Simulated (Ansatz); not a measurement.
# TiRh: levels along high-symmetry lines

```
CELL_PARAMETERS angstrom
2.98800 0.00000 0.00000
0.00000 2.98800 0.00000
0.00000 0.00000 3.35000
ATOMIC_POSITIONS crystal
Ti 0.50000 0.50000 0.50000
Rh 0.00000 0.00000 0.00000
```

Atoms are numbered in the order listed.

The cell comes from COD entry 1523124, which wasn't checked; take it as a given geometry.

Spin polarisation is left out, and whether a magnetic state lies lower isn't shown here.

The calculation used DFT, PBEsol, all-electron LAPW, scalar-relativistic (Ansatz 0.2.0).

Settings: a Γ-centred 11×11×10 k mesh, Fermi–Dirac smearing of 0.05 eV, basis error target 1 meV/atom, no spin polarisation.

Points in fractions of the reciprocal vectors of this cell: Γ (0, 0, 0), X (0, 0.5, 0), M (0.5, 0.5, 0), Z (0, 0, 0.5), R (0, 0.5, 0.5), A (0.5, 0.5, 0.5). The path joins them by straight lines in the order Γ–X–M–Γ–Z–R–A–Z–X; legs that retrace an earlier one aren't tabulated. Energies are in eV from the Fermi level.

(1) List the levels at M between -5 and 0.5 eV.

(2) List the levels at A between -5 and 0.5 eV.

(3) List the levels at X between -5 and 0.5 eV.

(4) What is the band gap?

Answers

(1) -4.94, -4.13 (×2), -0.43.

(2) -4.26, -3.84 (×2), -2.04, -1.58 (×2), -1.00, -0.41.

(3) -4.56, -3.76, -3.27, -3.03, -2.42, -1.67, -0.95, -0.20.

(4) none: with an odd electron count and no spin polarisation the bands can't all be full, a metal in this set-up (spin order or a larger cell could open a gap).
